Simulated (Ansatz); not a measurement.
Mo₃Ir:
```
Mo3Ir
1.0
    4.96767     0.00000     0.00000
    0.00000     4.96767     0.00000
    0.00000     0.00000     4.96767
Mo Ir
6 2
Cartesian
  2.48384   1.24192   0.00000
  2.48384   3.72575   0.00000
  1.24192   0.00000   2.48384
  3.72575   0.00000   2.48384
  0.00000   2.48384   1.24192
  0.00000   2.48384   3.72575
  2.48384   2.48384   2.48384
  0.00000   0.00000   0.00000
```

Relaxed with r²SCAN. Special points in fractions of this cell's reciprocal vectors: Γ (0.000, 0.000, 0.000); X (0.000, 0.500, 0.000); M (0.500, 0.500, 0.000); R (0.500, 0.500, 0.500).

**Question.** List the band energies nearest the Fermi level at these points for r²SCAN with spin–orbit coupling in the plane-wave PAW code Ansatz.

**Answer.** In eV from the Fermi level; about four levels below and three above (degenerate sets whole), none deeper than 8.9 eV; points with the same levels are listed once.

```
k                    below                                    above
-  -----------------------  ---------------------------------------
Γ  -1.51 -1.51 -1.51 -1.51                      0.01 0.01 0.01 0.01
X  -0.36 -0.36 -0.36 -0.36                      0.01 0.01 0.01 0.01
M  -0.69 -0.69 -0.11 -0.11                      0.24 0.24 0.29 0.29
R  -1.57 -1.57 -1.57 -1.57  0.24 0.24 0.24 0.24 0.24 0.24 0.24 0.24
```

Space group Pm-3n (A15 (Cr3Si type)). The first step of the workflow began from a Materials Project structure, measured or hypothetical; the Crystallography Open Database copy checked does not list it. Its standing as an ambient phase is unchecked. Symmetry was held in the r²SCAN relaxation; its stability against distortions is not shown here. No spin polarisation was allowed.

Potentials: the later of the program's two PAW sets.
